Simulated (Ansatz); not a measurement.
**Coordination and Ni-61 quadrupole coupling in SiNi2 at a changed volume**

Cell: an entry of the Crystallography Open Database (COD), relaxed with PBE at fixed cell and then changed (volume scaled by 1.02, ions relaxed).

```cif
data_SiNi2
_symmetry_space_group_name_H-M 'Pnma'
_symmetry_Int_Tables_number 62
_cell_length_a 5.0230
_cell_length_b 3.7446
_cell_length_c 7.1068
_cell_angle_alpha 90.000
_cell_angle_beta 90.000
_cell_angle_gamma 90.000
loop_
_atom_site_label
_atom_site_type_symbol
_atom_site_symmetry_multiplicity
_atom_site_Wyckoff_symbol
_atom_site_fract_x
_atom_site_fract_y
_atom_site_fract_z
Si Si 4 c 0.2873 0.2500 0.3852
Ni5 Ni 4 c 0.9593 0.2500 0.7961
Ni9 Ni 4 c 0.3302 0.2500 0.0601
```

One atom of each set is listed.

All values are calculated (Ansatz; DFT, PBE, plane waves and PAW, scalar-relativistic, collinear spin, 420 eV cutoff, Γ-centred 9×12×6 k-points, Fermi–Dirac smearing 0.05 eV), not measured. Start moments as typed (μB): 1.5 on each Ni, none on the rest.

Q(Ni-61) = 162.0 mb.

Problem. Rank these Ni sites by |C_Q|, smallest first.
A. Ni9: 5 Si at 2.32–2.75 Å, 8 Ni at 2.58–2.73 Å
B. Ni5: 5 Si at 2.35–2.59 Å, 8 Ni at 2.58–2.73 Å

Solution. A (3.59 MHz, η = 0.47), B (7.27 MHz, η = 0.95).

With no gap above 0.1 eV, as in a metal, the gradients converge slowly in k; expect changes of a tenth or more on a denser mesh. With these PAW files V_zz is typically within 2 to 3 % of all-electron values, but misses above 10 % occur on Ni. The start moments die out, and the run ends without spin.
